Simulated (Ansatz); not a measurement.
BaAs$_{2}$Ru$_{2}$:
```yaml
crystal:
  lattice:
    - [-2.08142, 2.08142, 6.19756]
    - [2.08142, -2.08142, 6.19756]
    - [2.08142, 2.08142, -6.19756]
  atoms:
    - { symbol: Ba, position: [0.00000, 0.00000, 0.00000] }
    - { symbol: As, position: [0.65098, 0.65098, 0.00000] }
    - { symbol: As, position: [0.34902, 0.34902, 0.00000] }
    - { symbol: Ru, position: [0.75000, 0.25000, 0.50000] }
    - { symbol: Ru, position: [0.25000, 0.75000, 0.50000] }
```

Relaxed with r²SCAN. Special points in fractions of this cell's reciprocal vectors: Γ (0.000, 0.000, 0.000); X (0.000, 0.000, 0.500); P (0.250, 0.250, 0.250); N (0.000, 0.500, 0.000); M (0.500, 0.500, -0.500); S (0.278, 0.722, -0.278); S0 (-0.278, 0.278, 0.278); R (-0.056, 0.056, 0.500); G (0.500, 0.500, -0.056).

Question: List the band energies nearest the Fermi level at these points for r²SCAN (plane waves, PAW; program Ansatz).

Answer: In eV from the Fermi level; about four levels below and three above (degenerate sets whole), none deeper than 8.9 eV; points with the same levels are listed once.

```tsv
k	below	above
Γ	-0.99 -0.26 -0.04 -0.04	0.61 1.31 2.84
X	-1.03 -0.66 -0.65 -0.30	1.52 1.59 4.47
P	-0.67 -0.67 -0.65 -0.65	1.57 1.57 4.93
N	-1.91 -1.82 -1.23 -1.01	1.27 1.40 2.02
M	-3.14 -3.14 -1.62 -0.25 -0.10	0.33 0.33 0.55
S	-1.73 -1.73 -1.45 -0.53	1.08 1.46 2.45
R	-1.17 -0.67 -0.44 -0.26	1.55 1.60 4.53
```

Space group I4/mmm. The workflow started from a Materials Project entry (that database holds measured and hypothetical structures alike); the Crystallography Open Database copy checked does not list it. Its standing as an ambient phase is unchecked. The r²SCAN relaxation kept the symmetry of its start; whether a distortion lowers the energy is not shown. The run is not spin-polarised. Spin–orbit coupling is left out wherever it is not named.

Potentials: the later of the program's two PAW sets.
